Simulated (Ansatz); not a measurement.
# LuIr₃Ru₂ in Ansatz, settings compared

Input:

```yaml
crystal:
  lattice:
    - [5.832598, 0.0, 0.0]
    - [-2.916299, 5.05118, 0.0]
    - [0.0, 0.0, 3.276092]
  atoms:
    - { symbol: Ru, position: [0.3333, 0.6667, 0.0] }
    - { symbol: Ru, position: [0.6666, 0.3333, 0.0] }
    - { symbol: Ir, position: [0.5, 0.0, 0.5] }
    - { symbol: Ir, position: [0.5, 0.5, 0.5] }
    - { symbol: Ir, position: [0.0, 0.5, 0.5] }
    - { symbol: Lu, position: [0.0, 0.0, 0.0] }
  symmetry: { tolerance: 0.0003 }
kpoints:
  mp_grid: { grid: [4, 4, 6], shift: [0, 0, 0] }
magnetization:
  spin_polarized: false
scf:
  occupations: { method: cold, width: 0.1027 }
hamiltonian:
  pseudopotentials: { kind: paw }
  xc: pbe
basis:
  ecutwfc: 420
output:
  forces: true
  stress: true
  eigenvalues: true
  write_density: true
  write_potential: true
  elf: true
  volumetric_format: npy
```

Run with:

```bash
ansatz run input.yaml --threads 1 --pin off --max-ram 2560MiB --backend cpu --events-out ev --progress --plain --runs-dir out
```

Origin of the cell: a known structure type with other elements, at an estimated volume, so it need not be a known compound.

Output of this run (shortened):

```
Warning: the atoms were moved onto the symmetric positions of the space group found under crystal.symmetry.tolerance 3.0e-4 (fractional; no operation is sought that the atoms, as they stand i […]
Pseudopotentials: kind: paw
Pseudopotential: Ru, paw, valence charge 16, recommended cutoff 420 eV (normal), Ru.paw.azcp
Pseudopotential: Ir, paw, valence charge 17, recommended cutoff 420 eV (normal), Ir.paw.azcp
Pseudopotential: Lu, paw, valence charge 25, recommended cutoff 420 eV (normal), Lu.paw.azcp
Functional definition: PBE
  exchange = pbe_x(kappa = kappa, mu = beta*pi^2/3)
  correlation = pbe_c(beta = beta)
Crystal: 6 atoms, lattice volume = 96.519 Å³
Basis set: ecut = 420 eV, 1895 PW (Γ), exchange–correlation on 80×80×48 points (8 copies of the dense FFT grid, shifted against one another)
Bands: 65, of which v1, the nominal top of the filled ones, is band 54 counted from 1 (53 counted from 0)
Symmetry: 24 space group operations
[… 8 lines left out …]
Initial density: superposition of atomic densities (neutral atoms: chi_scale 0, normalization atom), corrected by the library's trained network
Functional: x = pbe(κ = 0.804, μ = 0.219515), c = pbe(β = 0.066725)
SCF iter   1: F=—  HF=-62289.773554 eV  Δρ=1.78e-2  dr2=4.20e-1
SCF iter   2: F=—  HF=-62289.714319 eV  S|Δr|=    0.00e0  Δρ=9.13e-3  dr2=1.30e-1  defer=4
SCF iter   3: F=—  HF=-62289.698081 eV  S|Δr|=    0.00e0  Δρ=2.52e-3  dr2=4.75e-3  defer=4
SCF iter   4: F=—  HF=-62289.692809 eV  S|Δr|=    0.00e0  Δρ=1.77e-3  dr2=1.89e-3  defer=12
SCF iter   5: F=—  HF=-62289.692385 eV  S|Δr|=    0.00e0  Δρ=6.79e-4  dr2=7.67e-4  defer=34
SCF iter   6: F=—  HF=-62289.692257 eV  S|Δr|=    0.00e0  Δρ=1.66e-4  dr2=3.32e-5  defer=34
SCF iter   7: F=—  HF=-62289.692247 eV  S|Δr|=    0.00e0  Δρ=6.89e-5  dr2=6.46e-6  defer=34
SCF iter   8: F=—  HF=-62289.692245 eV  S|Δr|=    0.00e0  Δρ=1.64e-5  dr2=3.30e-7  defer=34
SCF iter   9: F=-62289.692245 eV  HF=-62289.692245 eV  S|Δr|=    0.00e0  Δρ=4.86e-6  dr2=2.39e-8
SCF 1 converged in 9 iterations: F = -62289.692245 eV  dr2 = 2.39e-8
SCF converged after 9 iterations
Stability not checked: this state was not tested for a lower state beside it, because cold or Methfessel-Paxton smearing, or corrected tetrahedra, fill the levels in a way that the test cannot read (fill_not_monotonic; […]
Free energy (F): -62289.692245 eV
Harris-Foulkes:  -62289.692245 eV  (|F-HF|=2.91e-8)
Internal energy: -62289.699684 eV  (E = F + TS)
E sigma→0 (E₀):  -62289.694725 eV
Entropy (-TS):   0.007439 eV (1.240 meV/atom)
Fermi energy:    22.352224 eV
--- Per-component energies (eV) ---
  E_band       = -378.374628
  E_kinetic    = 3352.109884
  E_local      = -13033.457751  (includes V_loc(G=0)·N_el)
  E_nonlocal   = 1496.065917
  E_hartree    = 5125.313643
  E_xc         = -1411.382809
  E_vxc        = -1648.023990  (∫ρ·V_xc dr)
  E_paw        = -41973.051501  (= ΣΔE_a)
  E_vpaw       = -795.699099  (= ΣTr[D̂ρ^β])
  E_aug_tail   = -0.000123  (compensation charges beyond the density's cutoff)
  E_ewald      = -15845.296945
  E_smearing   = 0.007439  (= −TS)
  Σ components = -62289.692245   (vs F -62289.692245, Δ=0.00e0)
--- Forces (eV/Å), atoms counted from 1 ---
  atom   1  Ru     0.000000     0.000000     0.000000
  atom   2  Ru     0.000000    -0.000000     0.000000
  atom   3  Ir     0.000000    -0.000000     0.000000
  atom   4  Ir    -0.000000     0.000000     0.000000
  atom   5  Ir     0.000000     0.000000     0.000000
  atom   6  Lu    -0.000000     0.000000     0.000000
  max |Σ_I F_I| component: 6.94e-18 eV/Å
--- Stress (GPa, compression-positive) ---
       26.682597       0.000000       0.000000
        0.000000      26.682597       0.000000
        0.000000       0.000000      89.138794
  P = ⅓ Tr σ = 47.5013 GPa (475.013 kbar)
```

The same input was run again with these changes:

1. `magnetization` { spin_polarized: false } → { spin_polarized: true } (starts: ferro); `basis.xc_grid` default → 2; `scf.mixing.preconditioner` default → none; typed moments: Ru1 3, Ru2 1, Ir3 2, Ir4 1, Ir5 1, Lu6 2
2. `basis.ecutwfc` 420 → "22.0 Ry"
3. `accuracy` default → low; `basis.ecutwfc` 420 → "350 eV"
4. `scf.lower_state_search` default → "off"

```
 run        end  SCF iterations  P (GPa)  max force component (eV/Å)  gap on mesh (eV)  moment (μB)  ΔE(σ→0) (meV/atom)
base  converged               9    47.50                       0.000              none            –                   0
   1  converged              30    47.50                       0.002              none         0.00                0.00
   2  converged               9    47.79                       0.000              none            –              167.55
   3  converged               9    47.58                       0.000              none            –                8.44
   4  converged               9    47.50                       0.000              none            –                0.00
```

Energies are compared only where functional, datasets, charge and starting cell are the same.

Not properties of the system: run 2 (too coarse or loose: `basis.ecutwfc` = "22.0 Ry"), run 3 (too coarse or loose: `accuracy` = low, `basis.ecutwfc` = "350 eV").

Caveats of the base run: no moments, though an odd count or open d shells may carry them; no spin-orbit coupling, though heavy elements are present; the given cell is far from equilibrium, with atoms too close or a volume far off; the k mesh is coarse if the cell is a metal.

Run 1: a starting moment was lost; typed moments were cut to what the open shells hold.
Run 2: the cutoff lies below the datasets' advice.
Run 3: the cutoff lies below the datasets' advice.

The base run ran for 2.7 s on 1 thread of AMD EPYC 9R45 96-Core Processor (Zen 5), on a shared host, peak memory 0.49 GiB, from the program's own first density.
